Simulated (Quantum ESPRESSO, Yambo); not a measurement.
Levels of theory for the gap of NaOH

NaOH (space group P2_1/m, No. 11): one geometry, one set of norm-conserving PBEsol (Quantum ESPRESSO, 88 Ry, scalar-relativistic) orbitals, self-energies from Yambo (4×4×2 Γ-centred k mesh, bands 3 to 117 and a 8 Ry block in the screening, 117 bands in G with the Bruneval-Gonze terminator, plasmon pole fitted at 27.2 eV).

Cell and atoms were relaxed with PBE+D3(BJ) from Materials Project entry mp-23940, within its symmetry.

```
level                                                        gap Γ → Γ (eV)                   rough Yambo cost
-----------------------------------------------------------  --------------  ---------------------------------
PBEsol (Quantum ESPRESSO)                                              3.30                                  –
exchange only (Hartree-Fock self-energy on PBEsol orbitals)           13.43             about 1/30 (14 states)
static COHSEX@PBEsol                                                   7.57  within a factor of two (2 states)
G0W0@PBEsol, plasmon pole                                              6.14                      1 (14 states)
G0W0@PBEsol, multipole fit to 8 frequencies, no terminator             5.99  within a factor of two (2 states)
```

Bare exchange has no screening and gives the widest gap; static COHSEX screens it but leaves out the frequency dependence, which G0W0 restores.

Costs are rough ratios of core time on shared machines.

Nearest settings tried, and what they do to the gap: 76 bands in G: +3 meV; 46 bands in W, 46 bands in G: +102 meV; 7 Ry block (125 vectors against 161): -51 meV. Not varied: mesh. So the settings aren't converged at that level.
